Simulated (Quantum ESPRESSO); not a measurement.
Ir4RhInAgAl, input and log of a self-consistent run

A calculation, not a measurement. The program is pw.x of Quantum ESPRESSO 7.5 (plane-wave density functional theory). The cell is made up: eight metal atoms on a hexagonal close-packed lattice, with elements, volume, strain and displacements drawn at random and not relaxed, so it may be unstable or far from any real phase. PseudoDojo standard norm-conserving files set the functional (PBE unless stated); there is no spin polarisation or spin-orbit coupling, the Fermi-Dirac width of 0.25 eV means electrons at about 2900 K, and the masses in the input are unused placeholders. Heavy elements are run without spin-orbit coupling, which real alloys of them have. A spin test at this wide smearing found no moment, but such smearing suppresses magnetism that the real alloy may have.

Input:

```
&control calculation='scf', pseudo_dir='./dojo.nc.sr.pbe.v0_5.standard.upf', outdir='./o', disk_io='minimal', tprnfor=.true., tstress=.true. /
&system ibrav=0, nat=8, ntyp=5, nbnd=74, ecutwfc=87.97787729, nosym=.true., tot_charge=0,
 occupations='smearing', smearing='fd', degauss=0.0183746611
/
&electrons conv_thr=1.470e-08, electron_maxstep=70, mixing_beta=0.5 /
ATOMIC_SPECIES
Ag 1.0 Ag.upf
Al 1.0 Al.upf
In 1.0 In.upf
Ir 1.0 Ir.upf
Rh 1.0 Rh.upf
CELL_PARAMETERS angstrom
-0.0325 4.8789 -0.0121
2.8237 -0.0302 4.7713
2.8322 -0.0073 -4.7765
ATOMIC_POSITIONS angstrom
Ir -0.0544 0.0439 0.0056
Rh 2.7881 -0.0665 -0.1179
Ir 2.7648 1.5282 -2.4506
Ir 2.9286 1.6451 2.3436
In 1.4312 2.3332 0.0027
Ag 4.2878 2.3606 0.0628
Al 1.4992 4.1825 -2.3058
Ir 1.3936 4.1721 2.3886
K_POINTS automatic
5 5 5 1 1 1
```

The log is shortened where brackets say so; the opening notice, blank lines, dates and the lines on written files are dropped, and the path of the files is cut. It prints rydbergs, bohrs and kilobars, and counts compression as positive stress. Its total energy is the free energy E - TS of the whole cell.

```
     Program PWSCF v.7.5
     Parallel version (MPI & OpenMP), running on       4 processor cores
     Number of MPI processes:                 4
     Threads/MPI process:                     1
     [start-up lines left out]
     bravais-lattice index     =            0
     lattice parameter (alat)  =       9.2200  a.u.
     unit-cell volume          =     888.9379 (a.u.)^3
     number of atoms/cell      =            8
     number of atomic types    =            5
     number of electrons       =       120.00
     number of Kohn-Sham states=           74
     kinetic-energy cutoff     =      87.9779  Ry
     charge density cutoff     =     351.9115  Ry
     scf convergence threshold =      1.5E-08
     mixing beta               =       0.5000
     number of iterations used =            8  plain     mixing
     Exchange-correlation= PBE
                           (   1   4   3   4   0   0   0)
     [axes and pseudopotential details left out]
   Cartesian axes
     site n.     atom                  positions (alat units)
         1        Ir     tau(   1) = (  -0.0111498   0.0089977   0.0011478  )
         2        Rh     tau(   2) = (   0.5714463  -0.0136298  -0.0241647  )
         3        Ir     tau(   3) = (   0.5666708   0.3132184  -0.5022727  )
         4        Ir     tau(   4) = (   0.6002431   0.3371781   0.4803420  )
         5        In     tau(   5) = (   0.2933374   0.4782105   0.0005534  )
         6        Ag     tau(   6) = (   0.8788234   0.4838263   0.0128714  )
         7        Al     tau(   7) = (   0.3072746   0.8572413  -0.4725946  )
         8        Ir     tau(   8) = (   0.2856309   0.8551097   0.4895652  )
     number of k points=    63  Fermi-Dirac smearing, width (Ry)=  0.0184
                       cart. coord. in units 2pi/alat
        k(    1) = (   0.1731997   0.1011573   0.0003968), wk =   0.0320000
        k(    2) = (   0.3456404   0.1020529  -0.1016496), wk =   0.0320000
     [further k points left out]
     Dense  grid:    99095 G-vectors     FFT dimensions: (  60,  64,  64)
     Estimated max dynamical RAM per process >     420.99 MB
     Estimated total dynamical RAM >       1.57 GB
     Initial potential from superposition of free atoms
     starting charge     119.9919, renormalised to     120.0000
     Starting wfcs are   73 randomized atomic wfcs +    1 random wfcs
     total cpu time spent up to now is        5.8 secs
     per-process dynamical memory:   331.4 Mb
     Self-consistent Calculation
     iteration #  1     ecut=    87.98 Ry     beta= 0.50
     Davidson diagonalization with overlap
     ethr =  1.00E-02,  avg # of iterations =  3.0
     total cpu time spent up to now is       21.8 secs
     total energy              =   -1602.20386249 Ry
     estimated scf accuracy    <       2.06160644 Ry
     iteration #  2     ecut=    87.98 Ry     beta= 0.50
     Davidson diagonalization with overlap
     ethr =  1.72E-03,  avg # of iterations =  2.3
     total cpu time spent up to now is       37.8 secs
     total energy              =   -1602.60431693 Ry
     estimated scf accuracy    <       9.76437945 Ry
     iteration #  3     ecut=    87.98 Ry     beta= 0.50
     Davidson diagonalization with overlap
     ethr =  1.72E-03,  avg # of iterations =  2.0
     total cpu time spent up to now is       52.5 secs
     total energy              =   -1603.31798358 Ry
     estimated scf accuracy    <       1.09372320 Ry
     iteration #  4     ecut=    87.98 Ry     beta= 0.50
     Davidson diagonalization with overlap
     ethr =  9.11E-04,  avg # of iterations =  1.0
     total cpu time spent up to now is       64.6 secs
     total energy              =   -1603.39331172 Ry
     estimated scf accuracy    <       0.54822916 Ry
     iteration #  5     ecut=    87.98 Ry     beta= 0.50
     Davidson diagonalization with overlap
     ethr =  4.57E-04,  avg # of iterations =  1.0
     total cpu time spent up to now is       76.6 secs
     total energy              =   -1603.41426377 Ry
     estimated scf accuracy    <       0.06795627 Ry
     [iterations 6 to 10 left out]
     iteration # 11     ecut=    87.98 Ry     beta= 0.50
     Davidson diagonalization with overlap
     ethr =  6.44E-07,  avg # of iterations =  1.6
     total cpu time spent up to now is      155.7 secs
     total energy              =   -1603.42945337 Ry
     estimated scf accuracy    <       0.00001430 Ry
     iteration # 12     ecut=    87.98 Ry     beta= 0.50
     Davidson diagonalization with overlap
     ethr =  1.19E-08,  avg # of iterations =  3.6
     total cpu time spent up to now is      171.6 secs
     total energy              =   -1603.42945656 Ry
     estimated scf accuracy    <       0.00000068 Ry
     iteration # 13     ecut=    87.98 Ry     beta= 0.50
     Davidson diagonalization with overlap
     ethr =  5.70E-10,  avg # of iterations =  3.5
     total cpu time spent up to now is      189.2 secs
     total energy              =   -1603.42945673 Ry
     estimated scf accuracy    <       0.00000008 Ry
     iteration # 14     ecut=    87.98 Ry     beta= 0.50
     Davidson diagonalization with overlap
     ethr =  6.73E-11,  avg # of iterations =  2.4
     total cpu time spent up to now is      203.9 secs
     total energy              =   -1603.42945675 Ry
     estimated scf accuracy    <       0.00000001 Ry
     iteration # 15     ecut=    87.98 Ry     beta= 0.50
     Davidson diagonalization with overlap
     ethr =  1.25E-11,  avg # of iterations =  2.2
     total cpu time spent up to now is      217.8 secs
     End of self-consistent calculation
     [lines on levels left out]
!    total energy              =   -1603.42945674 Ry
     estimated scf accuracy    <       0.00000001 Ry
     smearing contrib. (-TS)   =      -0.12547601 Ry
     internal energy E=F+TS    =   -1603.30398072 Ry
     The total energy is F=E-TS. E is the sum of the following terms:
     one-electron contribution =    -494.84890722 Ry
     hartree contribution      =     319.97219351 Ry
     xc contribution           =    -301.10180902 Ry
     ewald contribution        =   -1127.32545800 Ry
     convergence has been achieved in  15 iterations
     Forces acting on atoms (cartesian axes, Ry/au):
     atom    1 type  4   force =     0.00933604   -0.03809185   -0.00891302
     atom    2 type  5   force =     0.01203215   -0.01035501    0.02066633
     atom    3 type  4   force =     0.03837627    0.02318467    0.01200647
     atom    4 type  4   force =    -0.03894841   -0.00813943    0.02365797
     atom    5 type  3   force =     0.00991359    0.02762348    0.01654623
     atom    6 type  1   force =    -0.02220709    0.03198550   -0.03569452
     atom    7 type  2   force =    -0.02746843   -0.01137037   -0.02109455
     atom    8 type  4   force =     0.01896587   -0.01483700   -0.00717492
     Total force =     0.111712     Total SCF correction =     0.000308
     Computing stress (Cartesian axis) and pressure
          total   stress  (Ry/bohr**3)                   (kbar)     P=      -78.98
  -0.00041608  -0.00000557  -0.00005572          -61.21       -0.82       -8.20
  -0.00000557  -0.00050329  -0.00007074           -0.82      -74.04      -10.41
  -0.00005572  -0.00007074  -0.00069136           -8.20      -10.41     -101.70
     init_run     :      5.46s CPU      5.72s WALL (       1 calls)
     electrons    :    206.99s CPU    212.04s WALL (       1 calls)
     forces       :      2.65s CPU      2.66s WALL (       1 calls)
     stress       :      9.00s CPU      9.20s WALL (       1 calls)
     [timing details left out]
     PWSCF        :   3m44.23s CPU   3m49.78s WALL
     JOB DONE.
```

In other units: free energy -21815.769 eV for the cell, pressure -7.90 GPa, largest force component 1.001 eV/Å in size. The run took 232 s of wall time with four MPI processes on a shared machine (Intel Xeon, 2023 or later, virtual cores), so the time is rough. A rerun of this cell at a higher cutoff and on a denser mesh moved values by no more than 0.002 eV in energy, 0.04 GPa in stress and 0.009 eV/Å in force, and a second program with other atomic files agreed on that cell to 2 % rms in force and 0.5 GPa in pressure.